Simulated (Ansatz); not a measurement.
Ag3Au (Cu3Au type, Pm-3m) at seven volumes, r²SCAN in the plane-wave PAW code Ansatz, scaled uniformly. One row is withheld.

| V (Å³/atom) | P (GPa) |
|---|---|
| 15.762 | 14.21 |
| 16.282 | 8.51 |
| 16.801 | ? |
| 17.321 | 0.01 |
| 17.841 | -3.11 |
| 18.360 | -5.64 |
| 18.880 | -7.69 |

Task: Fit the shown pressures and predict the withheld one.

Result: Third-order Birch–Murnaghan: P = (3/2)B₀(x^(7/2) − x^(5/2))[1 + (3/4)(B′ − 4)(x − 1)] with x = (V₀/V)^(2/3). Least squares on the six rows gives V₀ = 17.323 Å³/atom, B₀ = 114.7 GPa, B′ = 5.78. At V = 16.801, x = 1.0206 and P = 3.83 GPa. The run itself gave 3.84 GPa.

The workflow started from a Materials Project entry (that database holds measured and hypothetical structures alike); the Crystallography Open Database copy checked does not list it. Whether it is the stable phase at ambient conditions was not checked. The cell was relaxed with r²SCAN under the symmetry of its start; its stability against distortions is not shown here. The run is not spin-polarised. Spin–orbit coupling is left out wherever it is not named.

Potentials: the later of the program's two PAW sets.
